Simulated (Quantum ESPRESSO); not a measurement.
Space group P4/mmm (No. 123); a = 3.9566 Å, b = 3.9566 Å, c = 9.0321 Å, α = 90.00°, β = 90.00°, γ = 90.00°

```json
[
 {"atom": "O", "site": "4i", "symmetry": "2mm.", "x": "0.0000", "y": "0.5000", "z": "0.1672"},
 {"atom": "Cl", "site": "1b", "symmetry": "4/mmm", "x": "0.0000", "y": "0.0000", "z": "0.5000"},
 {"atom": "La", "site": "1a", "symmetry": "4/mmm", "x": "0.0000", "y": "0.0000", "z": "0.0000"},
 {"atom": "Bi", "site": "2h", "symmetry": "4mm", "x": "0.5000", "y": "0.5000", "z": "0.2872"}
]
```

Cell and atoms were relaxed with PBE+D3(BJ) from Materials Project entry mp-1205991, within its symmetry.

Question: What does PBEsol (pw.x of Quantum ESPRESSO, ONCV potentials, scalar-relativistic) give for the electronic structure near the Fermi level?

Answer: The PBEsol gap is indirect, 1.13 eV, from R to Γ; the smallest direct gap is 1.44 eV. Spin-orbit coupling is left out; with 6p states at a band edge it can lower the gap by many tenths of an eV, most of a small gap. The 4f states are in the valence at their DFT position.

The structure is a Materials Project entry; no match was found in the copy of COD used, and its stability was not checked.
